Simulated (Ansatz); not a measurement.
Li:
```
Li
1.0
    2.99100     0.00000     0.00000
   -1.49550     2.59028     0.00000
    0.00000     0.00000     4.89522
Li
2
Direct
  0.33333   0.66667   0.25000
  0.66667   0.33333   0.75000
```

Relaxed with LDA. Special points in fractions of this cell's reciprocal vectors: Γ (0.000, 0.000, 0.000); M (0.500, 0.000, 0.000); K (0.333, 0.333, 0.000); A (0.000, 0.000, 0.500); L (0.500, 0.000, 0.500); H (0.333, 0.333, 0.500).

### Question
List the band energies nearest the Fermi level at these points for plane-wave PAW LDA (Ansatz code).

### Answer
In eV from the Fermi level; about four levels below and three above (degenerate sets whole), none deeper than 8.9 eV; … stands for higher levels left out; points with the same levels are listed once.

```tsv
k	below	above
Γ	-3.58 -0.06	3.16 12.87 12.87
M	-0.10	1.13 4.83 6.08
K	–	1.33 2.34 2.34
A	-2.46 -2.46	8.28 8.28 …
L	–	0.68 0.68 3.75 3.75
H	–	2.22 2.22 2.85 2.85
```

Space group P6_3/mmc (hcp (Mg type)). The first step of the workflow began from a Materials Project structure, measured or hypothetical; the Crystallography Open Database files this formula in space group No. 194, but the cells were not matched. It is not the phase usual at ambient conditions (space group No. 229). The cell was relaxed with LDA under the symmetry of its start; of distortions, only those at the zone centre were tested.

Potentials: the later of the program's two PAW sets.
